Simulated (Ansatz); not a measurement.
Mg$_{2}$Sn (antifluorite type, space group Fm-3m)

```xyz
3
Lattice="0.0000 3.4081 3.4081 3.4081 0.0000 3.4081 3.4081 3.4081 0.0000" Properties=species:S:1:pos:R:3 pbc="T T T"
Sn     0.0000     0.0000     0.0000
Mg     1.7040     1.7040     1.7040
Mg     5.1121     5.1121     5.1121
```

E(V) scan at fixed shape, V₀ the volume above. Symmetry pins the atoms to their sites.

These are PBE (plane waves to 420 eV, PAW, scalar-relativistic; Ansatz, an electronic-structure program) values and carry that method's errors. k mesh 12×12×12 (Γ-centred), Fermi-Dirac smearing 0.05 eV. The energy includes the smearing's −TS. Stress and pressure are positive under compression. At this level the bands of Mg2Sn touch or barely overlap; measurements give the solid a gap. Mg2Sn was relaxed with its symmetry unable to fall. ΔE is measured from the relaxed starting cell. The last digit holds for this mesh only.

| V (Å³/atom) | ΔE (meV/atom) |
|---|---|
| 24.806 | withheld |
| 25.202 | 7.4 |
| 25.598 | 3.2 |
| 25.994 | 0.8 |
| 26.389 | 0.0 |
| 26.785 | 0.7 |
| 27.181 | 2.8 |
| 27.577 | 6.2 |
| 27.973 | 10.8 |

Task: Fit a third-order Birch-Murnaghan form (E₀, V₀, B₀, B₀′ free) to the given rows and predict ΔE at V = 24.806.

Result: Least squares on the 8 given rows: ΔE = E₀ + (9V₀B₀/16)·y²·[2 + (B₀′ − 4)y], y = (V₀/V)^(2/3) − 1, with V₀ = 26.396 Å³/atom, B₀ = 40.57 GPa (160.2 GPa = 1 eV/Å³; the term in eV is multiplied by 1000), B₀′ = 4.09, E₀ = -0.01 meV/atom; root-mean-square residual 0.01 meV/atom. At 24.806 the fit gives 13.5 meV/atom; the calculation gives 13.5 meV/atom, the same to the digits shown. For the pressure the fit gives 2.9 GPa against the computed 2.9 GPa.

(A scan under strain: stresses follow from slopes of the energy per volume, elastic moduli from its curvatures.)
